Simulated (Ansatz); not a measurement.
Starting structure, CO put at a hollow Ti-Ti site (TiC, Fm-3m (No. 225), (1 0 0) face):

```xyz
10
Lattice="3.0604 0.0000 0.0000 0.0000 3.0604 0.0000 0.0000 0.0000 26.6420" Properties=species:S:1:pos:R:3 pbc="T T T"
Ti    1.5302    1.5302    8.5000
C     0.0000    0.0000    8.5000
Ti    0.0000    0.0000   10.6640
C     1.5302    1.5302   10.6640
Ti    1.5302    1.5302   12.8032
C     0.0000    0.0000   12.8283
Ti    0.0000    0.0000   14.9057
C     1.5302    1.5302   15.0082
C     0.0000    1.5302   16.7682
O     0.0000    1.5302   17.9182
```

Method: DFT r2SCAN, scalar-relativistic, plane waves, PAW in Ansatz. Settings: cutoff 500 eV, Γ-centred mesh 9×9×1 on the computed 10-atom cell, Gaussian smearing of 0.10 eV; no spin polarisation. The cell repeats along c with a dipole correction in the vacuum.

Atoms 1, 2, 3, 4 (counted from 1) are held. The cell is fixed. Force threshold 0.03 eV/Å.

(1) Where does it end?

The end is the local minimum or symmetric point that this start leads to. The slab is only 6.5 Å thick, so the energy isn't converged with thickness.

Answers

(1) The energy falls by 0.720 eV in 17 steps, to:

```
CELL_PARAMETERS angstrom
3.06036 0.00000 0.00000
0.00000 3.06036 0.00000
0.00000 0.00000 26.64200
ATOMIC_POSITIONS crystal
Ti 0.50000 0.50000 0.31905
C 0.00000 0.00000 0.31905
Ti 0.00000 0.00000 0.40027
C 0.50000 0.50000 0.40027
Ti 0.50000 0.50000 0.48059
C 0.00000 0.00000 0.48149
Ti 0.00000 0.00000 0.55951
C 0.50000 0.50000 0.56328
C 0.00000 0.50000 0.70564
O 0.00000 0.50000 0.74794
```

Cost: 1 run of about 7.1 core-minutes, on AMD EPYC 9R45 (Zen 5) (shared hosts).